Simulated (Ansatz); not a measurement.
**ZnCu2SnS4 (kesterite type, space group I-4): energy against volume**

ZnCu$_{2}$SnS$_{4}$ (kesterite type, space group I-4)

```yaml
crystal:
  lattice:
    - [-2.73416, 2.73416, 5.46742]
    - [2.73416, -2.73416, 5.46742]
    - [2.73416, 2.73416, -5.46742]
  atoms:
    - { symbol: Cu, position: [0.00000, 0.00000, 0.00000] }
    - { symbol: Cu, position: [0.75000, 0.25000, 0.50000] }
    - { symbol: Zn, position: [0.25000, 0.75000, 0.50000] }
    - { symbol: Sn, position: [0.50000, 0.50000, 0.00000] }
    - { symbol: S, position: [0.63688, 0.62894, 0.52462] }
    - { symbol: S, position: [0.10432, 0.11226, 0.47538] }
    - { symbol: S, position: [0.37106, 0.89568, 0.00794] }
    - { symbol: S, position: [0.88774, 0.36312, 0.99206] }
```

The volume is varied about the relaxed value V₀ at fixed cell shape. The atoms relax within the cell's symmetry.

These are PBE (plane waves to 420 eV, PAW, scalar-relativistic; Ansatz, a first-principles code) values and carry that method's errors. k mesh 9×9×9 (Γ-centred), Fermi-Dirac smearing 0.05 eV. The energy includes the smearing's −TS. Compression counts positive. With the shape held, the modulus is that of even scaling; a crystal free to change shape is softer. At this level the bands of ZnCu2SnS4 touch or barely overlap; measurements give the solid a gap. ZnCu2SnS4 is run without spin polarisation. ZnCu2SnS4 was relaxed with its symmetry unable to fall. The zero of ΔE is the relaxed starting cell.

```
V (Å³/cell)  ΔE (meV/atom)  P (GPa)
-----------  -------------  -------
153.68                  18      4.9
155.32                  12      3.9
156.95                   7      3.1
158.59                   4      2.2
160.22                   2      1.4
161.86                   0      0.7
163.49                   0      0.0
165.13                   0     -0.7
166.76                   2     -1.3
168.39                   4     -1.9
170.03                   6     -2.4
171.66                  10     -2.9
173.30                  14     -3.4
```

Derived quantities:

| Item | Value |
|---|---|
| Pressure at the smallest volume | 4.9 GPa |
| Energy cost of the largest compression | 18 meV/atom |
| Energy cost of the largest expansion | 14 meV/atom |
| Bulk modulus at fixed cell shape B₀ (third-order Birch-Murnaghan fit) | 67.9 GPa |
| Pressure derivative B₀′ (fit) | 4.9 |
| Equilibrium volume of the fit | 20.44 Å³/atom |
| Pressure for 5 % compression (fit) | 3.9 GPa |

(Under strain, the slope of the energy per volume gives the stress and its curvature an elastic modulus.)
